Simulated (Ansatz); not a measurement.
MgO (rock salt, Fm-3m), DFT-LDA in the program Ansatz with PAW potentials. The conduction-band minimum lies at Γ, with 1 equivalent valley. Second derivatives d²E/dk² of the lowest band at one valley (eV·Å²), along Cartesian directions:

```csv
direction,d²E/dk²
[100],21.06
[010],21.06
[001],21.06
[110],21.06
[101],21.06
[011],21.06
```

Task: Find the principal effective masses, the density-of-states mass and the conductivity mass.

Result: Off-diagonal terms follow from H_xy = H[110] − (H_xx + H_yy)/2, and m*/mₑ = 7.620 eV·Å² over each eigenvalue: 0.36, 0.36, 0.36. One valley's DOS mass (m₁m₂m₃)^(1/3) = 0.36, conductivity mass 3/(Σ 1/mᵢ) = 0.36 mₑ.

Task: What effective density of states Nc follows at 300 K for parabolic valleys?

Result: Nc = 2.509e19 × 1 × (0.36)^(3/2) ≈ 5.4e18 cm⁻³.

Task: With the computed static dielectric constant 9.80 (mean of the diagonal), estimate a hydrogenic donor's binding energy and radius.

Result: E = 13.606 eV × 0.36/9.80² ≈ 51 meV; a = 0.529 Å × ε/m* ≈ 14 Å. Semilocal masses tend to be too small where the gap is.

Task: With ε∞ = 3.18 and ω_LO = 714 cm⁻¹, what Fröhlich coupling constant follows?

Result: α = (1/ε∞ − 1/ε0) √(m* × 13.606 eV/ħω_LO) = 1.6.

Symmetry was held in the LDA relaxation; phonons on a q-mesh show no instability.

Potentials: the earlier of the program's two PAW sets.
